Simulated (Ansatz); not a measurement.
Consider the following.

CoSi₂:
```
CoSi2
1.0
    0.00000     2.65602     2.65602
    2.65602     0.00000     2.65602
    2.65602     2.65602     0.00000
Co Si
1 2
Direct
  0.00000   0.00000   0.00000
  0.25000   0.25000   0.25000
  0.75000   0.75000   0.75000
```

This is the PBEsol-relaxed structure.

Problem. All from DFT-PBEsol in the program Ansatz with PAW potentials, unless another level is named. Give the electronic character.

Solution. metallic (no gap).

Problem. What about the formation energy from the elements (no fitted shifts)?

Solution. -0.58 eV/atom.

Problem. What about the density of states at the Fermi level?

Solution. 0.34 states/eV per atom (mean over ±0.08 eV).

Space group Fm-3m (fluorite or antifluorite type). The PBEsol relaxation kept the symmetry of its start. The workflow began spin-polarised and lost its moments. The references are the lowest solids computed at this level, not always the standard phases.

Potentials: the later of the program's two PAW sets.
